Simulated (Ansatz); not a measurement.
Cell and atoms are relaxed with the symmetry kept. Start:

```cif
data_structure
_symmetry_space_group_name_H-M 'P4/nmm:1'
_symmetry_Int_Tables_number 129
_cell_length_a 3.5836
_cell_length_b 3.5836
_cell_length_c 5.7495
_cell_angle_alpha 90.000
_cell_angle_beta 90.000
_cell_angle_gamma 90.000
_cell_volume 73.84
loop_
_atom_site_label
_atom_site_type_symbol
_atom_site_symmetry_multiplicity
_atom_site_Wyckoff_symbol
_atom_site_fract_x
_atom_site_fract_y
_atom_site_fract_z
_atom_site_occupancy
Fe1 Fe 2 a 0.00000 0.00000 0.00000 1
Fe2 Fe 2 c 0.00000 0.50000 0.31984 1
As1 As 2 c 0.00000 0.50000 0.73124 1
```

Computed with DFT PBEsol, scalar-relativistic, plane waves, PAW (Ansatz 0.2.0).

Cutoff 420 eV; k points 10×10×6 on the computed 6-atom cell (Γ-centred); Gaussian smearing, width 0.10 eV; collinear spin from starting moments 1.12 1.12 2.49 2.49 0 0 μB.

Question: What does it relax to?

Answer: The volume falls by 0.06 Å³/atom to 12.25 Å³/atom, and the energy falls by 0.2 meV/atom. The cell ends with a moment of 6.30 μB (only this magnetic start was tried). Final structure:
```cif
data_structure
_symmetry_space_group_name_H-M 'P 1'
_symmetry_Int_Tables_number 1
_cell_length_a 3.5703
_cell_length_b 3.5703
_cell_length_c 5.7648
_cell_angle_alpha 90.000
_cell_angle_beta 90.000
_cell_angle_gamma 90.000
_cell_volume 73.48
loop_
_atom_site_label
_atom_site_type_symbol
_atom_site_fract_x
_atom_site_fract_y
_atom_site_fract_z
_atom_site_occupancy
Fe1 Fe 0.00000 0.00000 0.00000 1
Fe2 Fe 0.50000 0.50000 0.00000 1
Fe3 Fe 0.00000 0.50000 0.32296 1
Fe4 Fe 0.50000 0.00000 0.67704 1
As1 As 0.00000 0.50000 0.73136 1
As2 As 0.50000 0.00000 0.26864 1
```

Only parallel moments were tried here.